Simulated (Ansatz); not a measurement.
## Zn: the volume at rest

Zn in the hcp lattice, starting from this typed cell of 15.17 Å³ an atom.

```xyz
2
Lattice="1.3300 -2.3036 0.0000 1.3300 2.3036 0.0000 0.0000 0.0000 4.9500" Properties=species:S:1:pos:R:3 pbc="T T T"
Zn    1.3300    0.7679    1.2375
Zn    1.3300   -0.7679    3.7125
```

DFT in Ansatz; k mesh 6×6×4; Fermi–Dirac smearing of 0.1 eV; no spin. Cell and atoms are relaxed to zero stress with the symmetry kept and no dispersion correction.

Caveats: coarse k mesh.

**Question.** What volume results under PBE, and how much do the potentials matter?

**Answer.** 
```json
{"functional": "PBE", "potentials": "all-electron PAW datasets (no frozen core)", "cutoff (eV)": "320", "volume (Å³/atom)": "16.08", "change (%)": "6.0"}
{"functional": "PBE", "potentials": "Ansatz hand-made PAW", "cutoff (eV)": "660", "volume (Å³/atom)": "16.08", "change (%)": "6.0"}
{"functional": "PBE", "potentials": "PseudoDojo norm-conserving", "cutoff (eV)": "1143", "volume (Å³/atom)": "16.06", "change (%)": "5.9"}
{"functional": "PBE", "potentials": "Ansatz norm-conserving", "cutoff (eV)": "1143", "volume (Å³/atom)": "16.07", "change (%)": "6.0"}
```
